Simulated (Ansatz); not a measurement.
A geometry of Mg away from equilibrium: step 2 of the relaxation of a relaxed Mg cell, doubled along one cell vector, shaken by Gaussian noise of σ = 0.08 Å a coordinate. These are r2SCAN (plane waves to 500 eV, PAW, scalar-relativistic; Ansatz, an electronic-structure program) values and carry that method's errors. Γ-centred k-mesh 3×6×11 on the run's cell (coarser than for final values), Fermi–Dirac smearing 0.05 eV.

```yaml
crystal:
  lattice:
    - [12.03383, 0.01076, 0.00129]
    - [-3.00380, 5.20328, -0.00034]
    - [0.00032, -0.00001, 3.00157]
  atoms:
    - { symbol: Mg, position: [0.23856, 0.01282, 0.51265] }
    - { symbol: Mg, position: [0.74996, 0.98317, 0.54634] }
    - { symbol: Mg, position: [0.26831, 0.54347, 0.54281] }
    - { symbol: Mg, position: [0.74893, 0.48154, 0.44530] }
    - { symbol: Mg, position: [0.00210, 0.48273, 0.50054] }
    - { symbol: Mg, position: [0.50019, 0.48415, 0.39078] }
```

Q: Give the Cartesian forces on all atoms (eV/Å).

A: 
| atom | Fx | Fy | Fz |
|---|---|---|---|
| Mg1 | -0.07 | 0.01 | 0.05 |
| Mg2 | -0.03 | -0.04 | 0.31 |
| Mg3 | 0.04 | 0.05 | 0.19 |
| Mg4 | 0.06 | 0.01 | -0.15 |
| Mg5 | 0.02 | -0.02 | -0.04 |
| Mg6 | -0.02 | -0.01 | -0.35 |

Q: What is the pressure?

A: -0.1 GPa, compression positive.

No spin polarisation in the result.

Of the parent cell (P6/mmm (No. 191)): it is a generated cell of Mg: the first start was made by placing the elements on the sites of a structure type, and the end was not matched to a known phase here, so it may be hypothetical. Known forms of Mg include space group No. 194.
